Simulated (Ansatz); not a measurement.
Method: DFT PBE, scalar-relativistic, plane waves, PAW in Ansatz. Settings: cutoff 420 eV, Γ-centred meshes spaced at most about 0.3 Å⁻¹, and about 0.25 Å⁻¹ or finer for metals (2π included), Gaussian smearing. Collinear spin in cells that started with moments and kept them past the coarse steps, no spin elsewhere.

Each of these unrelaxed guesses is relaxed in cell and atoms within its symmetry. A guess keeps its type if space group and coordination stay and the shape of the cell changes little (axis ratios within about 15 %, angles within 6°); the volume may change.

1. Ga2SiS

```cif
data_structure
_symmetry_space_group_name_H-M 'P6/mmm'
_symmetry_Int_Tables_number 191
_cell_length_a 3.7603
_cell_length_b 3.7603
_cell_length_c 6.5927
_cell_angle_alpha 90.000
_cell_angle_beta 90.000
_cell_angle_gamma 120.000
_cell_volume 80.73
loop_
_atom_site_label
_atom_site_type_symbol
_atom_site_symmetry_multiplicity
_atom_site_Wyckoff_symbol
_atom_site_fract_x
_atom_site_fract_y
_atom_site_fract_z
_atom_site_occupancy
Ga1 Ga 2 e 0.00000 0.00000 0.72259 1
Si1 Si 1 a 0.00000 0.00000 0.00000 1
S1 S 1 b 0.00000 0.00000 0.50000 1
```

2. Mg2Cd3S5

```cif
data_structure
_symmetry_space_group_name_H-M 'I4/mmm'
_symmetry_Int_Tables_number 139
_cell_length_a 3.9868
_cell_length_b 3.9868
_cell_length_c 28.1906
_cell_angle_alpha 90.000
_cell_angle_beta 90.000
_cell_angle_gamma 90.000
_cell_volume 448.07
loop_
_atom_site_label
_atom_site_type_symbol
_atom_site_symmetry_multiplicity
_atom_site_Wyckoff_symbol
_atom_site_fract_x
_atom_site_fract_y
_atom_site_fract_z
_atom_site_occupancy
Mg1 Mg 4 e 0.50000 0.50000 0.30000 1
Cd1 Cd 4 e 0.00000 0.00000 0.40000 1
Cd2 Cd 2 a 0.00000 0.00000 0.00000 1
S1 S 4 e 0.50000 0.50000 0.40000 1
S2 S 2 b 0.50000 0.50000 0.00000 1
S3 S 4 e 0.50000 0.50000 0.20000 1
```

3. Y2MgC2

```cif
data_structure
_symmetry_space_group_name_H-M 'R-3m:H'
_symmetry_Int_Tables_number 166
_cell_length_a 4.8098
_cell_length_b 4.8098
_cell_length_c 14.8336
_cell_angle_alpha 90.000
_cell_angle_beta 90.000
_cell_angle_gamma 120.000
_cell_volume 297.18
loop_
_atom_site_label
_atom_site_type_symbol
_atom_site_symmetry_multiplicity
_atom_site_Wyckoff_symbol
_atom_site_fract_x
_atom_site_fract_y
_atom_site_fract_z
_atom_site_occupancy
Y1 Y 6 c 0.00000 0.00000 0.26809 1
Mg1 Mg 3 b 0.33333 0.66667 0.16667 1
C1 C 6 c 0.66667 0.33333 0.21347 1
```

4. BaTaBi2

```cif
data_structure
_symmetry_space_group_name_H-M 'P6/mmm'
_symmetry_Int_Tables_number 191
_cell_length_a 5.3645
_cell_length_b 5.3645
_cell_length_c 10.9570
_cell_angle_alpha 90.000
_cell_angle_beta 90.000
_cell_angle_gamma 120.000
_cell_volume 273.08
loop_
_atom_site_label
_atom_site_type_symbol
_atom_site_symmetry_multiplicity
_atom_site_Wyckoff_symbol
_atom_site_fract_x
_atom_site_fract_y
_atom_site_fract_z
_atom_site_occupancy
Ba1 Ba 2 e 0.00000 0.00000 0.82461 1
Ta1 Ta 2 c 0.33333 0.66667 0.00000 1
Bi1 Bi 2 d 0.33333 0.66667 0.50000 1
Bi2 Bi 2 e 0.00000 0.00000 0.59622 1
```

5. CoF7 (collinear spin from parallel moments)

```cif
data_structure
_symmetry_space_group_name_H-M 'Fm-3m'
_symmetry_Int_Tables_number 225
_cell_length_a 7.0331
_cell_length_b 7.0331
_cell_length_c 7.0331
_cell_angle_alpha 90.000
_cell_angle_beta 90.000
_cell_angle_gamma 90.000
_cell_volume 347.90
loop_
_atom_site_label
_atom_site_type_symbol
_atom_site_symmetry_multiplicity
_atom_site_Wyckoff_symbol
_atom_site_fract_x
_atom_site_fract_y
_atom_site_fract_z
_atom_site_occupancy
Co1 Co 4 b 0.50000 0.00000 0.00000 1
F1 F 4 a 0.00000 0.00000 0.00000 1
F2 F 24 d 0.75000 0.00000 0.75000 1
```

6. LuTlAu4

```cif
data_structure
_symmetry_space_group_name_H-M 'F-43m'
_symmetry_Int_Tables_number 216
_cell_length_a 8.0205
_cell_length_b 8.0205
_cell_length_c 8.0205
_cell_angle_alpha 90.000
_cell_angle_beta 90.000
_cell_angle_gamma 90.000
_cell_volume 515.95
loop_
_atom_site_label
_atom_site_type_symbol
_atom_site_symmetry_multiplicity
_atom_site_Wyckoff_symbol
_atom_site_fract_x
_atom_site_fract_y
_atom_site_fract_z
_atom_site_occupancy
Lu1 Lu 4 a 0.00000 0.00000 0.00000 1
Tl1 Tl 4 c 0.25000 0.25000 0.25000 1
Au1 Au 16 e 0.87554 0.37554 0.12446 1
```

Question: Which guesses survive the relaxation?

Answer: Guesses 2, 5 and 6 keep their type. Symmetry leaves only the cell edge free in guess 5, so these can't change.

```tsv
guess	kept	start group	end group	V start (Å³/atom)	V end	b/a and c/a, end over start	nearest neighbours start	nearest neighbours end
1	no	P6/mmm	P6/mmm	20.2	17.2	1.00, 2.18	Ga 1, S 2, Si 2	Ga 8, S 8, Si 8
2	yes	I4/mmm	I4/mmm	22.4	19.7	1.00, 1.00	Cd 6, Mg 6, S 6	Cd 6, Mg 6, S 6
3	no	R-3m	R-3m	19.8	19.8	1.00, 2.22	C 1, Mg 12, Y 1	C 6, Mg 6, Y 3
4	no	P6/mmm	P6/mmm	34.1	42.7	1.00, 1.57	Ba 1, Bi 1/9, Ta 3	Ba 7, Bi 3/7, Ta 3
5	yes	Fm-3m	Fm-3m	10.9	9.8	1.00, 1.00	Co 12, F 12	Co 12, F 12
6	yes	F-43m	F-43m	21.5	20.9	1.00, 1.00	Au 6, Lu 16, Tl 16	Au 6, Lu 16, Tl 16
```

Neighbours count within 15 % of an atom's shortest distance; end groups are read at 0.02 Å (0.05 Å in metals).

Spin–orbit coupling, which can matter for Au, Bi, Ta and Tl, is left out. In such compounds of Co a zero gap at this level may well be an artefact, since no Hubbard U is applied. A magnetic state wasn't ruled out in cells without spin, among them BaTaBi2 P6/mmm. The magnetic state reached may not be the lowest. Cells relaxed within their symmetry can be saddle points.

In counts of neighbours, a slash parts the counts of unlike sites.
